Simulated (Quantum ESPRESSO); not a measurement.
Field gradients of Ba₃SrTe₄ from the PAW reconstruction of the field gradient on a scalar-relativistic PBE ground state (a modified build of Quantum ESPRESSO, JTH datasets), 20 Ha, k-mesh 3×3×3 through Γ:

```
CELL_PARAMETERS angstrom
      7.00413     0.00000     0.00000
      0.00000     7.00413     0.00000
      0.00000     0.00000     7.00413
ATOMIC_POSITIONS crystal
  Sr 0.00000 0.00000 0.00000
  Te 0.50000 0.00000 0.00000
  Ba 0.00000 0.50000 0.50000
  Te 0.50000 0.50000 0.50000
  Ba 0.50000 0.00000 0.50000
  Te 0.00000 0.00000 0.50000
  Ba 0.50000 0.50000 0.00000
  Te 0.00000 0.50000 0.00000
```
The cell was made here from a computed Materials Project entry: one of 4 Ba replaced by Sr, cell and atoms relaxed (PBE without dispersion, pw.x of Quantum ESPRESSO, symmetry kept). The parent is BaTe in Fm-3m; whether this form has been observed was not checked. The swapped cell is a model, not a known phase. Stability against distortions was not tested.

Vzz is the sum of three terms, each taken along its main axis: the smooth valence density, the ions (nucleus and frozen core) with the augmentation charges of all other spheres, and the all-electron minus smooth density in the atom's own sphere. The split hangs on the datasets.  Cores are frozen. Te had no test against all-electron runs. Spin–orbit coupling is left out, a limit on Te.

```json
[
 {"site": "Te1 (atoms 2, 6, 8)", "smooth valence density": "0.033", "ions and other spheres": "-0.027", "own sphere": "?", "Vzz (a.u.)": "?"}
]
```

**Question.** Complete the blanks.

**Answer.** 
- Te1 (atoms 2, 6, 8), own sphere: 0.764
- Te1 (atoms 2, 6, 8), Vzz (a.u.): 0.770
